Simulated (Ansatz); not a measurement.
LiBr:
```
CELL_PARAMETERS angstrom
      0.00000     2.75540     2.75540
      2.75540     0.00000     2.75540
      2.75540     2.75540     0.00000
ATOMIC_POSITIONS crystal
  Li 0.00000 0.00000 0.00000
  Br 0.50000 0.50000 0.50000
```

Relaxed with PBE. Special points in fractions of this cell's reciprocal vectors: Γ (0.000, 0.000, 0.000); X (0.500, 0.000, 0.500); U (0.625, 0.250, 0.625); K (0.375, 0.375, 0.750); L (0.500, 0.500, 0.500); W (0.500, 0.250, 0.750).

Q: List the band energies nearest the valence-band maximum at these points for plane-wave PAW PBE with spin–orbit coupling (Ansatz code).

A: In eV from the valence-band maximum; about four levels below and three above (degenerate sets whole), none deeper than 8.9 eV; points with the same levels are listed once.

```csv
k,below,above
Γ,0.00 0.00 0.00 0.00,4.74 4.74 10.33 10.33 10.33 10.33
X,-1.44 -1.44 -1.16 -1.16,6.06 6.06 6.95 6.95
U,-2.00 -2.00 -1.00 -1.00,6.46 6.46 8.53 8.53
L,-0.60 -0.60 -0.26 -0.26,5.45 5.45 7.93 7.93
W,-2.18 -2.18 -1.28 -1.28,7.81 7.81 8.38 8.38
```

Space group Fm-3m (rock salt). Symmetry was held in the PBE relaxation; phonons on a q-mesh show no instability.

Potentials: the later of the program's two PAW sets.
